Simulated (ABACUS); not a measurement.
Set-up for a self-consistent single point of CoGe (P2_12_12_1, 8 atoms in the cell; from Materials Project mp-10692, changed as shown).

```
CELL_PARAMETERS angstrom
      4.57947     0.00000     0.00000
      0.00000     4.62526     0.00000
      0.00000     0.00000     4.57947
ATOMIC_POSITIONS crystal
  Co 0.13683 0.13683 0.13683
  Co 0.36317 0.86317 0.63683
  Co 0.63683 0.36317 0.86317
  Co 0.86317 0.63683 0.36317
  Ge 0.83981 0.83981 0.83981
  Ge 0.66019 0.16019 0.33981
  Ge 0.33981 0.66019 0.16019
  Ge 0.16019 0.33981 0.66019
```

Method: PBEsol, PseudoDojo 0.4 standard norm-conserving PBEsol (tails mended) pseudopotentials (plane waves; ABACUS).

ABACUS settings:

KPT: Gamma 3 3 3 0 0 0
basis_type: pw
ecutwfc: 96 Ry
smearing_method: mv
smearing_sigma: 0.0199916 Ry
potentials: PseudoDojo 0.4 standard norm-conserving PBEsol (tails mended)
symmetry: 1
symmetry_prec: 1e-05
ks_solver: dav
scf_nmax: 100
scf_thr: 1.0e-09 Ry
mixing_type: broyden
mixing_beta: 0.4

Results:

| Item | Result |
|---|---|
| Number of valence electrons | 124 |
| Number of bands | 75 |
| Number of k-points after the program's reduction | 8 |
| Number of plane waves (most at a k-point) | 10419 |
| Number of SCF iterations | 11 |
| FFT grid | 54 × 60 × 54 |
| Free energy E − TS | -26346.2831 eV |
| Fermi level (on the code's own zero) | 18.60 eV |
| Pressure | -3.10 GPa |
| Largest force (vector length) | 0.048 eV/Å |

Forces (eV/Å):
```
atom      Fx      Fy      Fz
----  ------  ------  ------
Co1    0.017  -0.024   0.012
Co2   -0.017   0.024   0.012
Co3    0.017   0.024  -0.012
Co4   -0.017  -0.024  -0.012
Ge5    0.005  -0.045  -0.016
Ge6   -0.005   0.045  -0.016
Ge7    0.005   0.045   0.016
Ge8   -0.005  -0.045   0.016
```

Stress (GPa, positive for compression):
```
-2.57   0.00   0.00
 0.00  -4.15   0.00
 0.00   0.00  -2.58
```

For comparison: a first run was changed to give this one (lattice vector b scaled by 1.01), and from it to this one the free energy goes up by 2.0 meV/atom, the pressure goes from -1.23 to -3.10 GPa and the largest force goes from 0.039 to 0.048 eV/Å.

The run has no spin polarisation, so moments on Co cannot form. The structure comes from a collection of computed structures, made at another level of theory; the collection holds predicted forms beside known ones. No clean gap shows at this smearing width and mesh (spacing up to 0.46 Å⁻¹); the mesh is coarse for partly filled bands, so the values carry mesh errors.

Cost on one core: roughly 3 core-minutes.

“Tails mended”: in these copies of the files the far tail of each local potential was reset to the Coulomb form.
